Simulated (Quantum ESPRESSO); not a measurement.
```cif
data_CdCl2
_chemical_formula_sum 'Cl2 Cd1'
_space_group_name_H-M_alt 'P 1'
_space_group_IT_number 1
_cell_length_a 6.26513
_cell_length_b 6.26513
_cell_length_c 6.26513
_cell_angle_alpha 35.849
_cell_angle_beta 35.849
_cell_angle_gamma 35.849
loop_
_space_group_symop_operation_xyz
  'x, y, z'
loop_
_atom_site_label
_atom_site_type_symbol
_atom_site_fract_x
_atom_site_fract_y
_atom_site_fract_z
_atom_site_occupancy
Cl1 Cl 0.74874 0.74874 0.74874 1
Cl2 Cl 0.25126 0.25126 0.25126 1
Cd1 Cd 0.00000 0.00000 0.00000 1
```

Cell and atoms were relaxed with PBE+D3(BJ) from Materials Project entry mp-22881, within its symmetry.

**Question.** What does PBEsol (pw.x of Quantum ESPRESSO, ONCV potentials, scalar-relativistic) give for the electronic structure near the Fermi level?

**Answer.** The PBEsol gap is indirect, 3.31 eV, from F to Γ; the smallest direct gap is 3.52 eV. Another valence extremum on the path lies within 0.02 eV, too close to call. Spin-orbit splittings are left out.
